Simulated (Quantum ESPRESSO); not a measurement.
# GaSiHfO5F: finding a planted mistake in a log

A calculation, not a measurement. The program is pw.x of Quantum ESPRESSO 7.5 (plane-wave density functional theory). The cell is made up: 9 atoms on a corundum lattice with one site empty, with randomly drawn elements, strain and displacements, not relaxed. PseudoDojo standard norm-conserving files (v0.5 for PBE, v0.4.1 for LDA and PBEsol) set the functional; there is no spin polarisation, spin-orbit coupling or dispersion term, and the masses in the input are unused placeholders.

The hafnium pseudopotential is less sure than the others, with forces about 3 percent (worst 6) and pressure in oxides about 1.5 GPa (worst 2.7) from a second method in checks, which no rerun with the same files tests.

Intended input:

```
&control calculation='scf', pseudo_dir='./dojo.nc.sr.pbe.v0_5.standard.upf', outdir='./o', disk_io='medium', tprnfor=.true., tstress=.true. /
&system ibrav=0, nat=9, ntyp=5, nbnd=39, ecutwfc=84.00895049, nosym=.true., tot_charge=0,
 occupations='smearing', smearing='fd', degauss=0.0018374661
/
&electrons conv_thr=7.350e-09, electron_maxstep=60, /
ATOMIC_SPECIES
F 1.0 F.upf
Ga 1.0 Ga.upf
Hf 1.0 Hf.upf
O 1.0 O.upf
Si 1.0 Si.upf
CELL_PARAMETERS angstrom
2.6842 1.6832 4.9193
-2.7719 1.6363 4.9838
-0.0845 -3.0872 4.8761
ATOMIC_POSITIONS angstrom
Ga -0.2568 0.1242 5.2969
Si -0.2796 0.1828 9.6003
Hf -0.1589 0.2024 12.5756
O -0.9538 1.7158 8.7216
O -0.9882 -1.527 8.5854
O 1.8784 0.2058 8.5752
O 1.0003 -1.6027 6.0629
F 0.6378 1.7073 6.1694
O -1.9068 -0.1662 6.256
K_POINTS automatic
5 5 5 1 1 1
```

The log is shortened where brackets say so; the opening notice, blank lines, dates and the lines on written files are dropped, and the path of the files is cut. It prints rydbergs, bohrs and kilobars, and counts compression as positive stress. Where no state is partly filled, the Fermi energy that it prints is only some level between the filled and the empty states on the mesh, and need not lie in the true gap.

Log of the intended run:

```
     Program PWSCF v.7.5
     Parallel version (MPI & OpenMP), running on       1 processor cores
     Number of MPI processes:                 1
     Threads/MPI process:                     1
     [start-up lines left out]
     bravais-lattice index     =            0
     lattice parameter (alat)  =      11.0573  a.u.
     unit-cell volume          =     860.6400 (a.u.)^3
     number of atoms/cell      =            9
     number of atomic types    =            5
     number of electrons       =        66.00
     number of Kohn-Sham states=           39
     kinetic-energy cutoff     =      84.0090  Ry
     charge density cutoff     =     336.0358  Ry
     scf convergence threshold =      7.3E-09
     mixing beta               =       0.7000
     number of iterations used =            8  plain     mixing
     Exchange-correlation= PBE
                           (   1   4   3   4   0   0   0)
     [axes and pseudopotential details left out]
   Cartesian axes
     site n.     atom                  positions (alat units)
         1        Ga     tau(   1) = (  -0.0438878   0.0212261   0.9052532  )
         2        Si     tau(   2) = (  -0.0477843   0.0312410   1.6407149  )
         3        Hf     tau(   3) = (  -0.0271564   0.0345907   2.1492010  )
         4        O      tau(   4) = (  -0.1630068   0.2932344   1.4905429  )
         5        O      tau(   5) = (  -0.1688858  -0.2609681   1.4672660  )
         6        O      tau(   6) = (   0.3210232   0.0351717   1.4655228  )
         7        O      tau(   7) = (   0.1709537  -0.2739054   1.0361645  )
         8        F      tau(   8) = (   0.1090016   0.2917818   1.0543656  )
         9        O      tau(   9) = (  -0.3258768  -0.0284040   1.0691658  )
     number of k points=    63  Fermi-Dirac smearing, width (Ry)=  0.0018
                       cart. coord. in units 2pi/alat
        k(    1) = (   0.0014210  -0.0019008   0.1188206), wk =   0.0320000
        k(    2) = (   0.0045343  -0.2497769   0.2019358), wk =   0.0320000
     [further k points left out]
     Dense  grid:    89497 G-vectors     FFT dimensions: (  72,  72,  64)
     Estimated max dynamical RAM per process >     147.17 MB
     Initial potential from superposition of free atoms
     starting charge      65.9948, renormalised to      66.0000
     Starting wfcs are   47 randomized atomic wfcs
     total cpu time spent up to now is       30.1 secs
     per-process dynamical memory:   109.8 Mb
     Self-consistent Calculation
     iteration #  1     ecut=    84.01 Ry     beta= 0.70
     Davidson diagonalization with overlap
     ethr =  1.00E-02,  avg # of iterations =  2.0
     total cpu time spent up to now is       93.7 secs
     total energy              =    -487.88461362 Ry
     estimated scf accuracy    <       2.70237789 Ry
     iteration #  2     ecut=    84.01 Ry     beta= 0.70
     Davidson diagonalization with overlap
     ethr =  4.09E-03,  avg # of iterations =  3.0
     total cpu time spent up to now is      173.1 secs
     total energy              =    -487.91631587 Ry
     estimated scf accuracy    <       7.28945196 Ry
     [iterations 3 to 13 left out]
     iteration # 14     ecut=    84.01 Ry     beta= 0.70
     Davidson diagonalization with overlap
     ethr =  3.30E-11,  avg # of iterations =  2.5
     total cpu time spent up to now is      815.3 secs
     total energy              =    -489.27891626 Ry
     estimated scf accuracy    <          9.1E-09 Ry
     iteration # 15     ecut=    84.01 Ry     beta= 0.70
     Davidson diagonalization with overlap
     ethr =  1.38E-11,  avg # of iterations =  2.0
     total cpu time spent up to now is      845.7 secs
     End of self-consistent calculation
     [lines on levels left out]
     the Fermi energy is     5.6621 ev
!    total energy              =    -489.27891626 Ry
     estimated scf accuracy    <          1.0E-09 Ry
     smearing contrib. (-TS)   =      -0.00000000 Ry
     internal energy E=F+TS    =    -489.27891626 Ry
     The total energy is F=E-TS. E is the sum of the following terms:
     one-electron contribution =    -203.24896928 Ry
     hartree contribution      =     139.03328251 Ry
     xc contribution           =    -125.56691620 Ry
     ewald contribution        =    -299.49631329 Ry
     convergence has been achieved in  15 iterations
     Forces acting on atoms (cartesian axes, Ry/au):
     atom    1 type  2   force =    -0.01329629   -0.06307267   -0.04414125
     atom    2 type  5   force =    -0.07674389    0.06338665   -0.04548214
     atom    3 type  3   force =    -0.03931077    0.05527133    0.04272053
     atom    4 type  4   force =     0.05343733   -0.10721278    0.06854823
     atom    5 type  4   force =     0.06231424    0.06200942    0.11039770
     atom    6 type  4   force =    -0.07663248   -0.02073977    0.05629047
     atom    7 type  4   force =     0.10291496    0.07895137   -0.08290257
     atom    8 type  1   force =    -0.01947618    0.00265136   -0.02793810
     atom    9 type  4   force =     0.00679309   -0.07124492   -0.07749286
     Total force =     0.330049     Total SCF correction =     0.000060
     Computing stress (Cartesian axis) and pressure
          total   stress  (Ry/bohr**3)                   (kbar)     P=     -233.90
  -0.00165610  -0.00004330   0.00017661         -243.62       -6.37       25.98
  -0.00004330  -0.00183790  -0.00005331           -6.37     -270.36       -7.84
   0.00017661  -0.00005331  -0.00127604           25.98       -7.84     -187.71
     init_run     :     29.45s CPU     29.95s WALL (       1 calls)
     electrons    :    776.97s CPU    815.70s WALL (       1 calls)
     forces       :      5.16s CPU      5.23s WALL (       1 calls)
     stress       :     21.71s CPU     21.91s WALL (       1 calls)
     [timing details left out]
     PWSCF        :  13m53.58s CPU  14m33.52s WALL
     JOB DONE.
```

A second run was made from an input with one planted mistake. Its log:

```
     Program PWSCF v.7.5
     Parallel version (MPI & OpenMP), running on       1 processor cores
     Number of MPI processes:                 1
     Threads/MPI process:                     1
     [start-up lines left out]
     bravais-lattice index     =            0
     lattice parameter (alat)  =      11.0573  a.u.
     unit-cell volume          =     860.6400 (a.u.)^3
     number of atoms/cell      =            9
     number of atomic types    =            5
     number of electrons       =        66.00
     number of Kohn-Sham states=           39
     kinetic-energy cutoff     =      84.0090  Ry
     charge density cutoff     =     336.0358  Ry
     scf convergence threshold =      7.3E-09
     mixing beta               =       0.7000
     number of iterations used =            8  plain     mixing
     Exchange-correlation= PBE
                           (   1   4   3   4   0   0   0)
     [axes and pseudopotential details left out]
   Cartesian axes
     site n.     atom                  positions (alat units)
         1        Ga     tau(   1) = (  -0.0438878   0.0212261   0.9052532  )
         2        Si     tau(   2) = (  -0.0477843   0.0312410   1.6407149  )
         3        Hf     tau(   3) = (  -0.0271564   0.0345907   2.1492010  )
         4        O      tau(   4) = (  -0.1630068   0.2932344   1.4905429  )
         5        O      tau(   5) = (  -0.1688858  -0.2609681   1.4672660  )
         6        O      tau(   6) = (   0.3210232   0.0351717   1.4655228  )
         7        O      tau(   7) = (   0.1709537  -0.2739054   1.0361645  )
         8        F      tau(   8) = (   0.1090016   0.2917818   1.0543656  )
         9        O      tau(   9) = (  -0.3258768  -0.0284040   1.0691658  )
     number of k points=     1  Fermi-Dirac smearing, width (Ry)=  0.0018
                       cart. coord. in units 2pi/alat
        k(    1) = (  -0.0071050   0.0095038  -0.5941030), wk =   2.0000000
     Dense  grid:    89497 G-vectors     FFT dimensions: (  72,  72,  64)
     Estimated max dynamical RAM per process >     147.17 MB
     Initial potential from superposition of free atoms
     starting charge      65.9948, renormalised to      66.0000
     Starting wfcs are   47 randomized atomic wfcs
     total cpu time spent up to now is        2.6 secs
     per-process dynamical memory:   101.8 Mb
     Self-consistent Calculation
     iteration #  1     ecut=    84.01 Ry     beta= 0.70
     Davidson diagonalization with overlap
     ethr =  1.00E-02,  avg # of iterations =  2.0
     total cpu time spent up to now is        3.4 secs
     total energy              =    -488.00250043 Ry
     estimated scf accuracy    <       2.59336021 Ry
     iteration #  2     ecut=    84.01 Ry     beta= 0.70
     Davidson diagonalization with overlap
     ethr =  3.93E-03,  avg # of iterations =  3.0
     total cpu time spent up to now is        4.4 secs
     total energy              =    -488.16432321 Ry
     estimated scf accuracy    <       6.51943063 Ry
     [iterations 3 to 12 left out]
     iteration # 13     ecut=    84.01 Ry     beta= 0.70
     Davidson diagonalization with overlap
     ethr =  8.84E-11,  avg # of iterations =  2.0
     total cpu time spent up to now is       14.9 secs
     total energy              =    -489.34640165 Ry
     estimated scf accuracy    <       0.00000004 Ry
     iteration # 14     ecut=    84.01 Ry     beta= 0.70
     Davidson diagonalization with overlap
     ethr =  6.18E-11,  avg # of iterations =  2.0
     total cpu time spent up to now is       15.6 secs
     End of self-consistent calculation
     [lines on levels left out]
     the Fermi energy is     5.9597 ev
!    total energy              =    -489.34640166 Ry
     estimated scf accuracy    <          6.3E-09 Ry
     smearing contrib. (-TS)   =       0.00000000 Ry
     internal energy E=F+TS    =    -489.34640166 Ry
     The total energy is F=E-TS. E is the sum of the following terms:
     one-electron contribution =    -203.15148173 Ry
     hartree contribution      =     138.82083337 Ry
     xc contribution           =    -125.51944001 Ry
     ewald contribution        =    -299.49631329 Ry
     convergence has been achieved in  14 iterations
     Forces acting on atoms (cartesian axes, Ry/au):
     atom    1 type  2   force =    -0.01483260   -0.05965669   -0.04677826
     atom    2 type  5   force =    -0.07057866    0.05871954   -0.04098358
     atom    3 type  3   force =    -0.03395248    0.04506158    0.04467667
     atom    4 type  4   force =     0.03784152   -0.09709436    0.05835943
     atom    5 type  4   force =     0.05600973    0.06271612    0.10147029
     atom    6 type  4   force =    -0.06709373   -0.02557457    0.04859366
     atom    7 type  4   force =     0.09411583    0.07200317   -0.07984652
     atom    8 type  1   force =    -0.00353453    0.00132109   -0.01964199
     atom    9 type  4   force =     0.00202492   -0.05749587   -0.06584969
     Total force =     0.298107     Total SCF correction =     0.000147
     Computing stress (Cartesian axis) and pressure
          total   stress  (Ry/bohr**3)                   (kbar)     P=     -244.97
  -0.00172508  -0.00004965   0.00020462         -253.77       -7.30       30.10
  -0.00004965  -0.00181816  -0.00006427           -7.30     -267.46       -9.46
   0.00020462  -0.00006427  -0.00145254           30.10       -9.46     -213.68
     init_run     :      2.32s CPU      2.41s WALL (       1 calls)
     electrons    :     12.40s CPU     13.09s WALL (       1 calls)
     forces       :      0.29s CPU      0.32s WALL (       1 calls)
     stress       :      1.06s CPU      1.15s WALL (       1 calls)
     [timing details left out]
     PWSCF        :     16.23s CPU     17.18s WALL
     JOB DONE.
```

Question: what was wrong in the second input?

Answer: the k-point mesh is too coarse. The input lines that differ, file-writing options aside:

```
- 5 5 5 1 1 1
+ 1 1 1 1 1 1
```

|  | intended run | run with the mistake |
| --- | --- | --- |
| free energy (eV) | -6656.979 | -6657.897 |
| smearing term -TS (eV) | 0.0000 | 0.0000 |
| pressure (GPa) | -23.39 | -24.50 |
| largest force component (eV/Å) | 2.838 | 2.609 |
| largest change of a force component (eV/Å) |  | 0.410 |
| iterations | 15 | 14 |

For scale, a rerun of the intended cell at a cutoff of 1437 eV and k mesh 7 x 7 x 7 moved values by no more than 0.003 eV in energy, 0.03 GPa in stress and 0.002 eV/Å in force.